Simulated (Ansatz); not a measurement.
Starting cell, BN (zinc blende):

```xyz
2
Lattice="0.0000 1.8049 1.8049 1.8049 0.0000 1.8049 1.8049 1.8049 0.0000" Properties=species:S:1:pos:R:3 pbc="T T T"
N      2.7073     2.7073     2.7073
B      0.0000     0.0000     0.0000
```

A phonon eigenvector at Γ is frozen into this cell: atom i moves by Q times the vector below, so Q is the largest atomic displacement, in Å. The cell is held. It is one choice among 3 degenerate patterns.

```csv
atom,x,y,z
N1,0.000,0.000,0.772
B2,0.000,0.000,-1.000
```

The numbers are results of r2SCAN (plane waves to 500 eV, PAW, scalar-relativistic; Ansatz, an electronic-structure program), not measurements. k mesh 16×16×16 (Γ-centred), Fermi-Dirac smearing 0.05 eV. BN was relaxed with its symmetry unable to fall. 

| Q (Å) | −dE/dQ from forces (eV/Å) |
|---|---|
| -0.180 | 10.926 |
| -0.150 | 9.822 |
| -0.120 | 8.336 |
| -0.090 | 6.535 |
| -0.060 | 4.493 |
| -0.030 | 2.288 |
| 0.000 | 0.000 |
| 0.030 | -2.288 |
| 0.060 | -4.493 |
| 0.090 | -6.535 |
| 0.120 | -8.336 |
| 0.150 | -9.822 |
| 0.180 | -10.926 |

What harmonic wavenumber does the curvature at Q = 0 give?

1044 cm⁻¹. E″ = 76.73 eV/Å², M = Σ mᵢ|uᵢ|² = 19.2 u, ν̃ = 521.5·√(|E″|/M).

(A displaced cell: forces are minus the slopes of the energy, force constants its curvatures, and phonons follow from these.)
